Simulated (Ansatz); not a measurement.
Relaxed (100) slab cut from SnSe (space group Pnma (No. 62)); the slab's formula is SnSe, its outer planes Sn (top) and Sn (bottom):

```xyz
20
Lattice="4.1263 0.0000 0.0000 0.0000 4.6927 0.0000 0.0000 0.0000 41.3937" Properties=species:S:1:pos:R:3 pbc="T T T"
Sn    3.0947    2.8944    7.5486
Se    1.0316    0.0436    7.8263
Se    3.0947    2.3917   10.2216
Sn    1.0316    0.5496   10.5159
Sn    3.0947    4.1284   13.3468
Se    1.0316    2.3078   13.6692
Se    3.0947    4.6538   16.0537
Sn    1.0316    1.7827   16.3763
Sn    3.0947    2.9383   19.1795
Se    1.0316    0.0649   19.5049
Se    3.0947    2.4112   21.8889
Sn    1.0316    0.5919   22.2142
Sn    3.0947    4.1290   25.0174
Se    1.0316    2.3075   25.3400
Se    3.0947    4.6542   27.7245
Sn    1.0316    1.7821   28.0469
Sn    3.0947    2.8959   30.8778
Se    1.0316    0.0453   31.1721
Se    3.0947    2.3900   33.5674
Sn    1.0316    0.5480   33.8451
```

Computed with DFT r2SCAN, scalar-relativistic, plane waves, PAW (Ansatz). Plane waves to 500 eV, a k mesh through Γ of 7×6×1 on the computed 20-atom cell and Gaussian smearing (0.05 eV); no spin polarisation. A dipole correction removes the field between periodic images along c.

The potential is the smooth part; its values at the atoms depend on the PAW datasets.

**Question.** How does the plane-averaged electrostatic potential energy of an electron run along c, counted from the top of the valence band?

**Answer.**
```tsv
z (Å)	V (eV)
2.59	4.76
2.85	4.76
3.36	4.76
3.62	4.76
3.88	4.76
4.14	4.76
4.66	4.75
4.92	4.74
5.17	4.71
5.69	4.53
5.95	4.28
6.21	3.77
6.47	2.72
6.99	-1.60
7.24	-2.65
7.50	-2.66
8.02	-4.11
8.28	-3.38
8.54	-0.78
8.80	1.75
9.31	1.33
9.57	-1.42
9.83	-3.73
10.35	-3.20
10.61	-2.70
10.87	-2.63
11.12	-1.30
11.64	2.59
11.90	3.15
12.16	2.83
12.68	-0.66
12.94	-2.28
13.19	-2.62
13.45	-2.95
13.97	-4.00
14.23	-2.17
14.49	0.64
15.01	2.27
15.26	0.35
15.52	-2.45
15.78	-4.08
16.30	-2.88
16.56	-2.62
16.82	-2.17
17.33	1.62
17.59	2.87
17.85	3.06
18.11	2.33
18.63	-1.52
18.89	-2.56
19.14	-2.67
19.66	-4.16
19.92	-3.40
20.18	-0.90
20.44	1.65
20.96	1.65
21.21	-0.90
21.47	-3.40
21.73	-4.16
22.25	-2.67
22.51	-2.56
22.77	-1.52
23.28	2.33
23.54	3.06
23.80	2.87
24.06	1.62
24.58	-2.17
24.84	-2.62
25.09	-2.88
25.61	-4.08
25.87	-2.45
26.13	0.35
26.39	2.27
26.91	0.64
27.16	-2.17
27.42	-4.00
27.94	-2.95
28.20	-2.62
28.46	-2.28
28.72	-0.66
29.23	2.84
29.49	3.15
29.75	2.60
30.27	-1.30
30.53	-2.63
30.79	-2.70
31.05	-3.20
31.56	-3.73
31.82	-1.42
32.08	1.33
32.60	1.75
32.86	-0.78
33.11	-3.38
33.37	-4.11
33.89	-2.66
34.15	-2.65
34.41	-1.60
34.93	2.72
35.18	3.77
35.44	4.28
35.70	4.53
36.22	4.71
36.48	4.74
36.74	4.75
37.25	4.76
37.51	4.76
37.77	4.76
38.03	4.76
38.55	4.76
38.81	4.76
```

The vacuum level lies 4.76 eV above the top of the valence band.

Cost: 1 run of about 47 core-minutes, on AMD EPYC 7R43 (Zen 3) (shared hosts).